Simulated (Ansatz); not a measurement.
CdS in the zincblende structure, relaxed with r2SCAN, was run in Ansatz under altered settings. All numbers are computed, without spin polarisation but where a row says otherwise.

```
Cd S
1.0
     0.00000    2.93921    2.93921
     2.93921    0.00000    2.93921
     2.93921    2.93921    0.00000
Cd S
1 1
Cartesian
  0.0000 0.0000 0.0000
  1.4696 1.4696 1.4696
```

The base run's other keys:
```yaml
kpoints:
  mp_grid: { grid: [6, 6, 6] }
hamiltonian:
  xc: pbe
scf:
  occupations: { method: fixed }
  n_extra_bands: 4
```

It takes 6 iterations with 965 plane waves at 420 eV and 16 k points, and leaves a mean stress of +1.39 GPa. The gap over this mesh is 1.094 eV. It ran on 4 threads of Arm Neoverse N1, with other jobs on the host.

Outcomes, with energy and stress as changes against the base:
```csv
setting,outcome,ΔF (meV/atom),Δ mean stress (GPa),gap on the mesh (eV),iterations,wall time
basis.ecutwfc: 500,converged,-1.2,0.00,1.095,6,0.96 s
scf.occupations: gaussian 0.5,converged,-0.2,+0.01,1.095,6,0.77 s
basis.ecutwfc: 750,converged,-1.5,0.00,1.095,6,1.5 s
accuracy: low,converged,0.0,0.00,1.094,6,0.77 s
scf.mixing.beta: 1.0,converged,0.0,0.00,1.094,6,0.77 s
scf.n_extra_bands: 1,converged,0.0,0.00,1.094,6,0.71 s
scf.occupations: cold 0.05,converged,0.0,0.00,1.094,5,0.73 s
hamiltonian.xc: r2scan (cutoff then 500 eV),converged,–,-1.40,1.542,6,2 s
"kpoints.mp_grid.shift: [0, 0, 0.5]","converged, warned",-1.2,-0.01,1.633,6,1.1 s
hamiltonian.pseudopotentials: nc (cutoff then 1071 eV),converged,–,+0.01,1.094,7,1.8 s
hamiltonian.dispersion: d4,converged,-306,-2.13,1.094,6,0.81 s
basis.xc_grid: 3,converged,0.0,0.00,1.094,6,0.82 s
magnetization.initial_magnetization: 0.5,refused,–,–,–,–,0.07 s
```
A dash marks a value that wasn't obtained or can't be compared. Stress is positive in compression. Its mean hides that meshes of lower symmetry stress the axes unequally. The base took 0.8 s.

- basis.ecutwfc: 750. 2421 plane waves in place of 965. The free energy moves by -1.5 meV an atom, the mean stress by 0.00 GPa and the gap on the mesh by +0.001 eV (to 1.095). The base cutoff was converged to that degree.
- hamiltonian.xc: r2scan. The cutoff follows the functional, from 420 to 500 eV. The mean stress moves by -1.40 GPa and the gap on the mesh by +0.448 eV (to 1.542). It's another functional on the same cell, so totals aren't comparable.
- kpoints.mp_grid.shift: [0, 0, 0.5]. The free energy moves by -1.2 meV an atom, the mean stress by -0.01 GPa and the gap on the mesh by +0.539 eV (to 1.633). The mesh breaks the crystal's symmetry, so the stress, and any force that symmetry no longer fixes, lose it too. The gap changes mostly because other points are sampled; a mesh that misses a band edge overestimates it. Warned: symmetry narrowed by mesh.
- hamiltonian.dispersion: d4. The free energy moves by -306 meV an atom, the mean stress by -2.13 GPa and the gap on the mesh by 0.000 eV (to 1.094). D4, pair terms with charge-dependent coefficients and a three-body term, adds to energy, forces and stress after the SCF and leaves the bands alone.
- magnetization.initial_magnetization: 0.5. The program doesn't start. Error: inconsistent input (scf.occupations.method, magnetization): a σ = 0 step fill (method: fixed, or a smearing width below the step floor) with no hard lock on the total moment puts the same N_el/2 bands in each spin channel, which gives a total moment of zero, but the starting moments sum to +0.5000 μB […]

Within 1 meV an atom, 0.1 GPa and 0.005 eV of the base stay: scf.occupations: gaussian 0.5; accuracy: low; scf.mixing.beta: 1.0; scf.n_extra_bands: 1; scf.occupations: cold 0.05; basis.xc_grid: 3.

Spin-orbit coupling is left out.
